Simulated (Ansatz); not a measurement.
Ta$_{4}$C$_{3}$: a vibration from a frozen displacement

Method: Ansatz, DFT r2SCAN, scalar-relativistic, plane waves, PAW. Cutoff 500 eV, Γ-centred 10×10×10 k-points, Gaussian smearing of 0.15 eV. Spin–orbit coupling is left out, which matters for the heavy elements here. No spin polarisation. Energies are free energies at this smearing, counted from the undisturbed cell; pressure is positive in compression.

Reference structure (relaxed at this level; it needn't be the usual structure):

```
CELL_PARAMETERS angstrom
4.42479 0.00000 0.00000
0.00000 4.42479 0.00000
0.00000 0.00000 4.42479
ATOMIC_POSITIONS crystal
Ta 0.00000 0.50000 0.50000
Ta 0.50000 0.00000 0.50000
Ta 0.50000 0.50000 0.00000
Ta 0.00000 0.00000 0.00000
C 0.50000 0.00000 0.00000
C 0.00000 0.50000 0.00000
C 0.00000 0.00000 0.50000
```

Atom 4 (Ta) is moved by x along the Cartesian unit vector (-1.000, 0.000, 0.000); the cell and all other atoms stay fixed. The cell's volume is 86.63 Å³; the moved atoms weigh 180.948 u together and the others 578.877 u. Some rows repeat others by symmetry and weren't run.

| x (Å) | ΔE (meV/cell) | total force on the moved atoms along the move (eV/Å) | pressure (GPa) |
| --- | --- | --- | --- |
| -0.6000 | 5062.38 | 24.4162 | 26.2998 |
| -0.5000 | 3040.70 | 16.4471 | 17.3135 |
| -0.4000 | 1700.25 | 10.6746 | 10.5549 |
| -0.3000 | 849.89 | 6.5757 | 5.7112 |
| -0.2000 | 344.20 | 3.7073 | 2.4754 |
| -0.1000 | 81.19 | 1.6547 | 0.6264 |
| 0.0000 | 0.00 | 0.0000 | 0.0254 |
| 0.1000 | 81.19 | -1.6547 | 0.6264 |
| 0.2000 | 344.20 | -3.7073 | 2.4754 |
| 0.3000 | 849.89 | -6.5757 | 5.7112 |
| 0.4000 | 1700.25 | -10.6746 | 10.5549 |
| 0.5000 | 3040.70 | -16.4471 | 17.3135 |
| 0.6000 | 5062.38 | -24.4162 | 26.2998 |

Question: What frequency belongs to this motion?

Answer: The force constant is k = −dF/dx = 16.547 eV/Å², from the parabola through x = -0.1000, 0 and 0.1000. In every cell the moved atoms swing against the rest, so the mass is μ = m₁m₂/(m₁ + m₂) = 137.856 u, and ν̃ = 521.5 cm⁻¹ × √(|k|/μ) = 181 cm⁻¹. The pattern needn't be a normal mode: ν̃² is then a weighted mean of the squared nonzero frequencies at the zone centre of this cell, so it lies between the lowest and the highest of them.

Question: How far does the harmonic law reach?

Answer: At x = -0.600 Å, kx²/2 = 2978.46 meV against the computed 5062.38 meV (+70.0 %): the well stiffens in this direction at large amplitude.

Question: The pressure changes with x². What does that say about the frequency under compression?

Answer: With E = k(V)x²/2, k ∝ V^(−2γ) and x scaling with the cell as V^(1/3), P − P0 = −∂E/∂V = (2γ − 2/3) ΔE/V. At x = 0.2000 Å, V(P − P0) = 86.63 × 2.44992 / 160.2 eV = 1324.71 meV and ΔE = 344.20 meV, so γ = 1/3 + V(P − P0)/(2ΔE) = 2.26. This is the Grüneisen parameter of the motion under uniform scaling of the cell: shrinking the cell evenly by 1 % in volume raises the frequency by about 2.26 %.

In a metal these slopes depend on the k mesh and the smearing.

Cost: 7 runs of about 5.8 core-minutes in all, on Oxide Virtual Turin-like Processor (Zen 5) (shared hosts).